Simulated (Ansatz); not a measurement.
**RbMgSbO₃: a vibration from a frozen displacement**

Computed with DFT r2SCAN, scalar-relativistic, plane waves, PAW in Ansatz. Cutoff 500 eV, Γ-centred 6×6×6 k-points, Gaussian smearing of 0.05 eV. Spin–orbit coupling is left out, which matters for the heavy elements here. No spin polarisation. Energies are free energies at this smearing, counted from the undisturbed cell; pressure is positive in compression.

Reference structure (relaxed at this level; it needn't be the usual structure):

```
Rb Mg Sb O
1.0
     3.09146    1.78485    4.01866
    -3.09146    1.78485    4.01866
     0.00000   -3.56971    4.01866
Rb Mg Sb O
1 1 1 3
Direct
  0.87798 0.87798 0.87798
  0.33197 0.33197 0.33197
  0.57549 0.57549 0.57549
  0.49459 0.49459 0.96587
  0.96587 0.49459 0.49459
  0.49459 0.96587 0.49459
```

Atom 2 (Mg) is moved by x along the Cartesian unit vector (0.707, 0.707, 0.000); the cell and all other atoms stay fixed. The cell's volume is 133.04 Å³; the moved atoms weigh 24.305 u together and the others 255.225 u.

| x (Å) | ΔE (meV/cell) | total force on the moved atoms along the move (eV/Å) | pressure (GPa) |
| --- | --- | --- | --- |
| -0.1000 | 92.87 | 1.9457 | 0.2820 |
| -0.0333 | 9.70 | 0.5910 | 0.0292 |
| 0.0000 | 0.00 | 0.0000 | -0.0007 |
| 0.0667 | 36.15 | -1.0601 | 0.1113 |

Question: What frequency belongs to this motion?

Answer: The force constant is k = −dF/dx = 17.130 eV/Å², from the parabola through x = -0.0333, 0 and 0.0667. In every cell the moved atoms swing against the rest, so the mass is μ = m₁m₂/(m₁ + m₂) = 22.192 u, and ν̃ = 521.5 cm⁻¹ × √(|k|/μ) = 458 cm⁻¹. Steps this long are already anharmonic: the energies of the same points give k = 16.667 eV/Å², so the harmonic k is uncertain by that gap or more. The pattern needn't be a normal mode: ν̃² is then a weighted mean of the squared nonzero frequencies at the zone centre of this cell, taken without macroscopic field, so it lies between the lowest and the highest of them.

Question: How far does the harmonic law reach?

Answer: At x = -0.100 Å, kx²/2 = 85.65 meV against the computed 92.87 meV (+8.4 %): the well stiffens in this direction at large amplitude.

Cost: 4 runs of about 6.5 core-minutes in all, on Arm Neoverse V1 (shared hosts).